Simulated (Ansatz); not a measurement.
Y (9R (Sm type), space group No. 166) at seven volumes, the program Ansatz at the PBEsol level (PAW), shape and atoms relaxed at each. One row is withheld.

```
V (Å³/atom)  P (GPa)
-----------  -------
28.157          4.59
29.085          2.86
30.014          1.34
30.942          0.00
31.870         -1.19
32.798             ?
33.727         -3.16
```

Q: Fit the shown pressures and predict the withheld one.

A: P = (3/2)B₀(x^(7/2) − x^(5/2))[1 + (3/4)(B′ − 4)(x − 1)] with x = (V₀/V)^(2/3). Least squares on the six rows gives V₀ = 30.940 Å³/atom, B₀ = 42.0 GPa, B′ = 3.16. At V = 32.798, x = 0.9619 and P = -2.23 GPa. The run itself gave -2.23 GPa.

Space group R-3m (9R (Sm type)). The first step of the workflow began from a Materials Project structure, measured or hypothetical; the Crystallography Open Database copy checked does not list it. It is not the phase usual at ambient conditions (space group No. 194). The PBEsol relaxation kept the symmetry of its start; of distortions, only those at the zone centre were tested. The workflow began spin-polarised and lost its moments.

Potentials: the later of the program's two PAW sets.
